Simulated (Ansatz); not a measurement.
A relaxation computed with Ansatz, from input to last step.

```yaml
crystal:
  lattice:
    - [1.545005894, 0.8920095688, 5.7224465798]
    - [-1.545005894, 0.8920095688, 5.7224465798]
    - [0.0, -1.7840191376, 5.7224465798]
  atoms:
    - { symbol: Ta, position: [0.5, 0.5, 0.5] }
    - { symbol: Cu, position: [0.0, 0.0, 0.0] }
    - { symbol: "N", position: [0.1055680834, 0.1055680834, 0.1055680834] }
    - { symbol: "N", position: [0.8944319166, 0.8944319166, 0.8944319166] }
basis:
  ecutwfc: 420
kpoints:
  mp_grid: { grid: [12, 12, 12] }
hamiltonian:
  xc: pbesol
scf:
  occupations: { method: gaussian, width: 0.02 }
output:
  forces: true
  stress: true
  eigenvalues: true
relax:
  adjacent_minimum: "off"
  f_tol: 0.01
  max_steps: 30
  cell: { stress_tol: 0.1, fix: [volume] }
```

```bash
ansatz run input.yaml --threads 1 --pin off --max-ram 2560MiB --backend cpu --events-out ev --progress --plain --runs-dir out
```

These are results of Ansatz 0.2.0, DFT PBEsol, scalar-relativistic, plane waves, PAW, not measurements.

The volume is held at 0.97 times that of the relaxed cell.

Of 5 frames 4 are shown, positions in Å and forces in eV/Å; the SCF threshold varies from step to step. Steps run on the plane waves of an earlier cell, with a Pulay correction in the pressure. The basis is chosen afresh for the last frame, the zero of the energies, and at times for earlier ones too; energy and pressure step there, also at an unchanged geometry.

```xyz
4
Lattice="1.5450 0.8920 5.7224 -1.5450 0.8920 5.7224 0.0000 -1.7840 5.7224" Properties=species:S:1:pos:R:3:forces:R:3 pbc="T T T" step=1 free_energy_over_end_meV_per_atom=0.69 pressure_GPa=7.65
Ta    0.0000    0.0000    8.5837    0.0000    0.0000    0.0000
Cu    0.0000    0.0000    0.0000    0.0000    0.0000    0.0000
N     0.0000    0.0000    1.8123    0.0000    0.0000   -0.2283
N     0.0000    0.0000   15.3550    0.0000    0.0000    0.2283
4
Lattice="1.5400 0.8891 5.7600 -1.5400 0.8891 5.7600 0.0000 -1.7782 5.7600" Properties=species:S:1:pos:R:3:forces:R:3 pbc="T T T" step=2 free_energy_over_end_meV_per_atom=0.14 pressure_GPa=6.76
Ta    0.0000    0.0000    8.6399    0.0000    0.0000    0.0000
Cu    0.0000    0.0000    0.0000    0.0000    0.0000    0.0000
N     0.0000    0.0000    1.8120    0.0000    0.0000    0.0571
N     0.0000    0.0000   15.4678    0.0000    0.0000   -0.0571
4
Lattice="1.5417 0.8901 5.7472 -1.5417 0.8901 5.7472 0.0000 -1.7802 5.7472" Properties=species:S:1:pos:R:3:forces:R:3 pbc="T T T" step=3 free_energy_over_end_meV_per_atom=0.00 pressure_GPa=7.03
Ta    0.0000    0.0000    8.6208    0.0000    0.0000    0.0000
Cu    0.0000    0.0000    0.0000    0.0000    0.0000    0.0000
N     0.0000    0.0000    1.8115    0.0000    0.0000   -0.0179
N     0.0000    0.0000   15.4301    0.0000    0.0000    0.0179
4
Lattice="1.5420 0.8903 5.7451 -1.5420 0.8903 5.7451 0.0000 -1.7805 5.7451" Properties=species:S:1:pos:R:3:forces:R:3 pbc="T T T" step=5 free_energy_over_end_meV_per_atom=0.00 pressure_GPa=7.02
Ta    0.0000    0.0000    8.6176    0.0000    0.0000    0.0000
Cu    0.0000    0.0000    0.0000    0.0000    0.0000    0.0000
N     0.0000    0.0000    1.8103    0.0000    0.0000    0.0097
N     0.0000    0.0000   15.4249    0.0000    0.0000   -0.0097
```

It took 46 s on 1 thread of Arm Neoverse V2 (shared host), peak memory 0.49 GiB.

Spin–orbit coupling is left out, which can shift energies with elements as heavy as these.